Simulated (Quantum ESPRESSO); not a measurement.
**Kohn-Sham bands of Bi$_{2}$Se$_{3}$ (R-3m)**

```
CELL_PARAMETERS angstrom
     -2.09569     3.62983     0.00000
     -4.19137     0.00000     0.00000
     -2.09569     1.20994     9.97623
ATOMIC_POSITIONS crystal
  Bi 0.60156 0.60156 0.19532
  Bi 0.39844 0.39844 0.80468
  Se 0.00000 0.00000 0.00000
  Se 0.78428 0.78428 0.64715
  Se 0.21572 0.21572 0.35285
```

Materials Project entry mp-541837; symmetrised, unrelaxed at this level. COD (Crystallography Open Database) has the formula in 2 space groups, this one among them (matched by group alone). Computed values, not measurements, from PBEsol: Quantum ESPRESSO (norm-conserving PseudoDojo potentials, cutoff 69 Ry, no spin polarisation, no spin-orbit coupling) on a Γ-centred 6×6×6 mesh, then Wannier90. Density: 8×8×8 mesh, Gaussian smearing 0.01 Ry. Spin-orbit coupling is left out although heavy elements are present.

The lattice is scaled uniformly by ε, fractional positions fixed (axis ratios and free coordinates are held, so this isn't the response to pressure); Kohn-Sham values from pw.x, the row at -1.5 % withheld:

| ε (%) | gap (eV) | width of the top valence group (eV) | direct gap at L (eV) |
|---|---|---|---|
| -3.0 | 0.307 | 5.640 | 1.554 |
| -1.5 | ? | ? | ? |
| 0.0 | 0.352 | 4.933 | 1.551 |
| 1.5 | 0.369 | 4.613 | 1.540 |
| 3.0 | 0.383 | 4.315 | 1.522 |

Q: Fit y = y₀ + bε + cε² to the rows at -3.0, 0 and 3.0 %, check it on the fourth row, and predict the withheld one.

A: 
- gap (eV): b = (0.383 − 0.307)/6 = 0.0127, c = (0.383 + 0.307 − 2×0.352)/18 = -0.00078. Check at 1.5 %: 0.369 for 0.369. Prediction 0.331; the run gives 0.332.
- width of the top valence group (eV): b = (4.315 − 5.640)/6 = -0.2208, c = (4.315 + 5.640 − 2×4.933)/18 = 0.00494. Check at 1.5 %: 4.613 for 4.613. Prediction 5.275; the run gives 5.275.
- direct gap at L (eV): b = (1.522 − 1.554)/6 = -0.0053, c = (1.522 + 1.554 − 2×1.551)/18 = -0.00144. Check at 1.5 %: 1.540 for 1.540. Prediction 1.556; the run gives 1.556.
